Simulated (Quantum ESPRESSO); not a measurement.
# GaTa2Zr3Hf2: finding a planted mistake in a log

Simulated, not a measurement. The program is pw.x of Quantum ESPRESSO 7.5 (plane-wave density functional theory). The cell is made up: eight metal atoms on a face-centred cubic lattice, with elements, volume, strain and displacements drawn at random and not relaxed, so it may be unstable or far from any real phase. PseudoDojo standard norm-conserving files set the functional (PBE unless stated); there is no spin polarisation or spin-orbit coupling, the Fermi-Dirac width of 0.25 eV means electrons at about 2900 K, and the masses in the input are unused placeholders. Heavy elements are run without spin-orbit coupling, which real alloys of them have. A spin test at this wide smearing found no moment, but such smearing suppresses magnetism that the real alloy may have.

Intended input:

```
&control calculation='scf', pseudo_dir='./dojo.nc.sr.pbe.v0_5.standard.upf', outdir='./o', disk_io='minimal', tprnfor=.true., tstress=.true. /
&system ibrav=0, nat=8, ntyp=4, nbnd=67, ecutwfc=79.96652505, nosym=.true., tot_charge=0,
 occupations='smearing', smearing='fd', degauss=0.0183746611
/
&electrons conv_thr=1.470e-08, electron_maxstep=70, mixing_beta=0.5 /
ATOMIC_SPECIES
Ga 1.0 Ga.upf
Hf 1.0 Hf.upf
Ta 1.0 Ta.upf
Zr 1.0 Zr.upf
CELL_PARAMETERS angstrom
0.0368 2.1914 2.2569
-4.4175 2.1707 -2.3096
-4.3066 -6.5481 6.671
ATOMIC_POSITIONS angstrom
Ga -0.0068 0.0307 -0.0292
Ta -4.3533 -4.3902 4.418
Zr -4.3916 -2.1741 2.1953
Hf -4.3901 -0.0405 -0.0357
Ta -2.1392 -2.1551 4.4348
Zr -2.1107 -0.0292 2.1565
Hf -2.2028 2.2118 0.0025
Zr -6.4926 -2.1517 4.4113
K_POINTS automatic
7 5 3 1 1 1
```

The log is shortened where brackets say so; the opening notice, blank lines, dates and the lines on written files are dropped, and the path of the files is cut. It prints rydbergs, bohrs and kilobars, and counts compression as positive stress. Its total energy is the free energy E - TS of the whole cell.

Log of the intended run:

```
     Program PWSCF v.7.5
     Parallel version (MPI & OpenMP), running on       4 processor cores
     Number of MPI processes:                 4
     Threads/MPI process:                     1
     [start-up lines left out]
     bravais-lattice index     =            0
     lattice parameter (alat)  =       5.9450  a.u.
     unit-cell volume          =    1165.6649 (a.u.)^3
     number of atoms/cell      =            8
     number of atomic types    =            4
     number of electrons       =        99.00
     number of Kohn-Sham states=           67
     kinetic-energy cutoff     =      79.9665  Ry
     charge density cutoff     =     319.8661  Ry
     scf convergence threshold =      1.5E-08
     mixing beta               =       0.5000
     number of iterations used =            8  plain     mixing
     Exchange-correlation= PBE
                           (   1   4   3   4   0   0   0)
     [axes and pseudopotential details left out]
   Cartesian axes
     site n.     atom                  positions (alat units)
         1        Ga     tau(   1) = (  -0.0021615   0.0097585  -0.0092817  )
         2        Ta     tau(   2) = (  -1.3837663  -1.3954955   1.4043322  )
         3        Zr     tau(   3) = (  -1.3959405  -0.6910726   0.6978113  )
         4        Hf     tau(   4) = (  -1.3954637  -0.0128736  -0.0113478  )
         5        Ta     tau(   5) = (  -0.6799790  -0.6850331   1.4096723  )
         6        Zr     tau(   6) = (  -0.6709199  -0.0092817   0.6854781  )
         7        Hf     tau(   7) = (  -0.7001953   0.7030561   0.0007947  )
         8        Zr     tau(   8) = (  -2.0637771  -0.6839524   1.4022025  )
     number of k points=    53  Fermi-Dirac smearing, width (Ry)=  0.0184
                       cart. coord. in units 2pi/alat
        k(    1) = (  -0.0846114   0.0394206   0.0626701), wk =   0.0380952
        k(    2) = (   0.0363260   0.1594418  -0.0558398), wk =   0.0380952
     [further k points left out]
     Dense  grid:   112581 G-vectors     FFT dimensions: (  36,  60, 120)
     Estimated max dynamical RAM per process >     406.10 MB
     Estimated total dynamical RAM >       1.51 GB
     Initial potential from superposition of free atoms
     starting charge      98.9847, renormalised to      99.0000
     Starting wfcs are   79 randomized atomic wfcs
     total cpu time spent up to now is        6.7 secs
     per-process dynamical memory:   324.5 Mb
     Self-consistent Calculation
     iteration #  1     ecut=    79.97 Ry     beta= 0.50
     Davidson diagonalization with overlap
     ethr =  1.00E-02,  avg # of iterations =  2.7
     Threshold (ethr) on eigenvalues was too large:
     Diagonalizing with lowered threshold
     Davidson diagonalization with overlap
     ethr =  8.44E-04,  avg # of iterations =  2.7
     total cpu time spent up to now is       33.4 secs
     total energy              =    -942.28783875 Ry
     estimated scf accuracy    <       0.87688402 Ry
     iteration #  2     ecut=    79.97 Ry     beta= 0.50
     Davidson diagonalization with overlap
     ethr =  8.86E-04,  avg # of iterations =  9.4
     total cpu time spent up to now is       54.9 secs
     total energy              =    -940.49134836 Ry
     estimated scf accuracy    <      45.08806449 Ry
     [iterations 3 to 16 left out]
     iteration # 17     ecut=    79.97 Ry     beta= 0.50
     Davidson diagonalization with overlap
     ethr =  3.78E-10,  avg # of iterations =  5.8
     total cpu time spent up to now is      261.0 secs
     total energy              =    -942.77707399 Ry
     estimated scf accuracy    <       0.00000003 Ry
     iteration # 18     ecut=    79.97 Ry     beta= 0.50
     Davidson diagonalization with overlap
     ethr =  3.22E-11,  avg # of iterations =  3.5
     total cpu time spent up to now is      275.2 secs
     End of self-consistent calculation
     [lines on levels left out]
!    total energy              =    -942.77707398 Ry
     estimated scf accuracy    <       0.00000001 Ry
     smearing contrib. (-TS)   =      -0.15152526 Ry
     internal energy E=F+TS    =    -942.62554872 Ry
     The total energy is F=E-TS. E is the sum of the following terms:
     one-electron contribution =    -195.54973275 Ry
     hartree contribution      =     143.39705640 Ry
     xc contribution           =    -217.93784879 Ry
     ewald contribution        =    -672.53502358 Ry
     convergence has been achieved in  18 iterations
     Forces acting on atoms (cartesian axes, Ry/au):
     atom    1 type  1   force =     0.00259926    0.00230924   -0.00339889
     atom    2 type  3   force =     0.02768603    0.01112631    0.00078738
     atom    3 type  4   force =     0.01324916    0.00069761   -0.00407649
     atom    4 type  2   force =    -0.01979478   -0.00539556   -0.00165772
     atom    5 type  3   force =    -0.01962780   -0.00862899    0.01042907
     atom    6 type  4   force =     0.01726843    0.00803600    0.00163764
     atom    7 type  2   force =     0.01993123    0.01062863   -0.01527390
     atom    8 type  4   force =    -0.04131153   -0.01877323    0.01155289
     Total force =     0.073491     Total SCF correction =     0.000472
     Computing stress (Cartesian axis) and pressure
          total   stress  (Ry/bohr**3)                   (kbar)     P=      -28.97
  -0.00020859  -0.00001882  -0.00008989          -30.68       -2.77      -13.22
  -0.00001882  -0.00018769  -0.00000715           -2.77      -27.61       -1.05
  -0.00008989  -0.00000715  -0.00019445          -13.22       -1.05      -28.61
     init_run     :      6.35s CPU      6.61s WALL (       1 calls)
     electrons    :    266.46s CPU    268.47s WALL (       1 calls)
     forces       :      2.54s CPU      2.57s WALL (       1 calls)
     stress       :      8.81s CPU      9.01s WALL (       1 calls)
     [timing details left out]
     PWSCF        :   4m44.33s CPU   4m46.85s WALL
     JOB DONE.
```

A second run was made from an input with one planted mistake. Its log:

```
     Program PWSCF v.7.5
     Parallel version (MPI & OpenMP), running on       4 processor cores
     Number of MPI processes:                 4
     Threads/MPI process:                     1
     [start-up lines left out]
     bravais-lattice index     =            0
     lattice parameter (alat)  =       5.9450  a.u.
     unit-cell volume          =    1165.6649 (a.u.)^3
     number of atoms/cell      =            8
     number of atomic types    =            4
     number of electrons       =        99.00
     number of Kohn-Sham states=           67
     kinetic-energy cutoff     =      79.9665  Ry
     charge density cutoff     =     319.8661  Ry
     scf convergence threshold =      1.5E-08
     mixing beta               =       0.5000
     number of iterations used =            8  plain     mixing
     Exchange-correlation= PBE
                           (   1   4   3   4   0   0   0)
     [axes and pseudopotential details left out]
   Cartesian axes
     site n.     atom                  positions (alat units)
         1        Ga     tau(   1) = (  -0.0021615   0.0097585  -0.0092817  )
         2        Ta     tau(   2) = (  -1.3837663  -1.3954955   1.4043322  )
         3        Zr     tau(   3) = (  -1.3959405  -0.6910726   0.6978113  )
         4        Hf     tau(   4) = (  -1.3954637  -0.0128736  -0.0113478  )
         5        Ta     tau(   5) = (  -0.6799790  -0.6850331   1.4096723  )
         6        Zr     tau(   6) = (  -0.6709199  -0.0092817   0.6854781  )
         7        Hf     tau(   7) = (  -0.7001953   0.7030561   0.0007947  )
         8        Zr     tau(   8) = (  -2.0637771  -0.7570616   1.4022025  )
     number of k points=    53  Fermi-Dirac smearing, width (Ry)=  0.0184
                       cart. coord. in units 2pi/alat
        k(    1) = (  -0.0846114   0.0394206   0.0626701), wk =   0.0380952
        k(    2) = (   0.0363260   0.1594418  -0.0558398), wk =   0.0380952
     [further k points left out]
     Dense  grid:   112581 G-vectors     FFT dimensions: (  36,  60, 120)
     Estimated max dynamical RAM per process >     406.10 MB
     Estimated total dynamical RAM >       1.51 GB
     Initial potential from superposition of free atoms
     starting charge      98.9847, renormalised to      99.0000
     Starting wfcs are   79 randomized atomic wfcs
     total cpu time spent up to now is        6.8 secs
     per-process dynamical memory:   324.4 Mb
     Self-consistent Calculation
     iteration #  1     ecut=    79.97 Ry     beta= 0.50
     Davidson diagonalization with overlap
     ethr =  1.00E-02,  avg # of iterations =  2.7
     Threshold (ethr) on eigenvalues was too large:
     Diagonalizing with lowered threshold
     Davidson diagonalization with overlap
     ethr =  6.49E-04,  avg # of iterations =  3.2
     total cpu time spent up to now is       34.0 secs
     total energy              =    -942.42790265 Ry
     estimated scf accuracy    <       0.68287706 Ry
     iteration #  2     ecut=    79.97 Ry     beta= 0.50
     Davidson diagonalization with overlap
     ethr =  6.90E-04,  avg # of iterations =  9.9
     total cpu time spent up to now is       54.7 secs
     total energy              =    -941.31584773 Ry
     estimated scf accuracy    <      25.46779775 Ry
     [iterations 3 to 17 left out]
     iteration # 18     ecut=    79.97 Ry     beta= 0.50
     Davidson diagonalization with overlap
     ethr =  1.82E-10,  avg # of iterations =  2.0
     total cpu time spent up to now is      273.5 secs
     total energy              =    -942.77731427 Ry
     estimated scf accuracy    <       0.00000002 Ry
     iteration # 19     ecut=    79.97 Ry     beta= 0.50
     Davidson diagonalization with overlap
     ethr =  1.90E-11,  avg # of iterations =  4.5
     total cpu time spent up to now is      287.2 secs
     End of self-consistent calculation
     [lines on levels left out]
!    total energy              =    -942.77731426 Ry
     estimated scf accuracy    <       0.00000001 Ry
     smearing contrib. (-TS)   =      -0.15167249 Ry
     internal energy E=F+TS    =    -942.62564178 Ry
     The total energy is F=E-TS. E is the sum of the following terms:
     one-electron contribution =    -196.58578216 Ry
     hartree contribution      =     143.90885855 Ry
     xc contribution           =    -217.94110255 Ry
     ewald contribution        =    -672.00761562 Ry
     convergence has been achieved in  19 iterations
     Forces acting on atoms (cartesian axes, Ry/au):
     atom    1 type  1   force =    -0.00251124   -0.00350208   -0.00310923
     atom    2 type  3   force =     0.04212280   -0.00454852   -0.00011658
     atom    3 type  4   force =     0.00280655   -0.00752982   -0.00306102
     atom    4 type  2   force =    -0.02147587   -0.00670462   -0.00095055
     atom    5 type  3   force =    -0.01951970   -0.00925362    0.01461290
     atom    6 type  4   force =     0.01709362    0.00797462    0.00213511
     atom    7 type  2   force =     0.01586799    0.00540074   -0.00539741
     atom    8 type  4   force =    -0.03438415    0.01816329   -0.00411322
     Total force =     0.072691     Total SCF correction =     0.000422
     Computing stress (Cartesian axis) and pressure
          total   stress  (Ry/bohr**3)                   (kbar)     P=      -28.68
  -0.00021744  -0.00001184  -0.00009679          -31.99       -1.74      -14.24
  -0.00001184  -0.00019153  -0.00001101           -1.74      -28.18       -1.62
  -0.00009679  -0.00001101  -0.00017591          -14.24       -1.62      -25.88
     init_run     :      6.14s CPU      6.39s WALL (       1 calls)
     electrons    :    278.77s CPU    280.42s WALL (       1 calls)
     forces       :      2.51s CPU      2.53s WALL (       1 calls)
     stress       :      8.54s CPU      8.76s WALL (       1 calls)
     [timing details left out]
     PWSCF        :   4m56.46s CPU   4m58.61s WALL
     JOB DONE.
```

Question: the log repeats what the program read. Compare it with the intended run: what was wrong in the second input?

Answer: one coordinate of one atom is wrong. The input lines that differ:

```
- Zr -6.4926 -2.1517 4.4113
+ Zr -6.4926 -2.3817 4.4113
```

```
                                            intended run  run with the mistake
                          free energy (eV)    -12827.136            -12827.139
         entropy term -TS, part of it (eV)        -2.062                -2.064
                            pressure (GPa)         -2.90                 -2.87
size of the largest force component (eV/Å)         1.062                 1.083
largest change of a force component (eV/Å)                               0.950
                                iterations            18                    19
```

For scale, a rerun of the intended cell at a higher cutoff and on a denser mesh moved values by no more than 0.006 eV in energy, 0.02 GPa in stress and 0.009 eV/Å in force, and a second program with other atomic files agreed on that cell to 2 % rms in force and 0.5 GPa in pressure.